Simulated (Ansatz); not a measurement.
InGaSbAs (Pmm2), relaxed and computed with several functionals in Ansatz (plane waves, PAW).

| functional | a (Å) | c (Å) | V (Å³/atom) |
|---|---|---|---|
| PBEsol | 4.283 | 6.129 | 28.35 |
| PBE | (withheld) | (withheld) | (withheld) |
| r²SCAN | 4.299 | 6.157 | 28.68 |

Q: Some entries are withheld; supply them.

A: 
- PBE, a (Å): 4.358
- PBE, c (Å): 6.231
- PBE, V (Å³/atom): 29.81

Typed or built starts, not in the databases checked: InGaSbAs, Pmm2 (In on 1a, As on 1b, Ga on 1d, Sb on 1c). All cells were relaxed under the symmetry of their starts (and spin orders); stability against distortions was not tested throughout. Spin–orbit coupling is left out wherever it is not named.

Potentials: the later of the program's two PAW sets.

Ansatz (a program for electronic structure) is a plane-wave DFT program.
